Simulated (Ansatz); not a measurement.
Ga:
```xyz
4
Lattice="2.2909 -3.8715 0.0000 2.2909 3.8715 0.0000 0.0000 0.0000 4.5828" Properties=species:S:1:pos:R:3 pbc="T T T"
Ga     2.2909    -1.2103     1.9138
Ga     2.2909     1.2103     2.6690
Ga     2.2909    -2.6612     4.2053
Ga     2.2909     2.6612     0.3776
```

Relaxed with PBE. Special points in fractions of this cell's reciprocal vectors: Γ (0.000, 0.000, 0.000); Y (-0.500, 0.500, 0.000); C0 (-0.338, 0.662, 0.000); Σ0 (0.338, 0.338, 0.000); Z (0.000, 0.000, 0.500); A0 (0.338, 0.338, 0.500); E0 (-0.338, 0.662, 0.500); T (-0.500, 0.500, 0.500); S (0.000, 0.500, 0.000); R (0.000, 0.500, 0.500).

Problem. List the band energies nearest the Fermi level at these points for PBE in the plane-wave PAW code Ansatz.

Solution. In eV from the Fermi level; about four levels below and three above (degenerate sets whole), none deeper than 8.9 eV; points with the same levels are listed once.

```
k                     below                above
--  -----------------------  -------------------
Γ   -3.61 -1.85 -1.63 -0.62       0.92 0.94 1.15
Y   -4.18 -3.11 -1.75 -1.44       1.14 1.30 3.16
C0  -1.08 -0.99 -0.18 -0.16       0.97 2.08 2.71
Z               -0.33 -0.33  0.05 0.05 0.10 0.10
A0  -5.90 -5.90 -3.40 -3.40  3.97 3.97 4.97 4.97
T   -1.17 -1.17 -0.92 -0.92  6.47 6.47 7.63 7.63
S   -3.38 -3.38 -1.26 -1.26  0.75 0.75 4.01 4.01
R   -6.07 -6.07 -1.42 -1.42  0.55 0.55 6.94 6.94
```

Space group Cmce (α-Ga). Symmetry was held in the PBE relaxation. Scalar-relativistic: spin–orbit coupling is off unless named, which matters more the heavier the elements.

Potentials: the earlier of the program's two PAW sets.
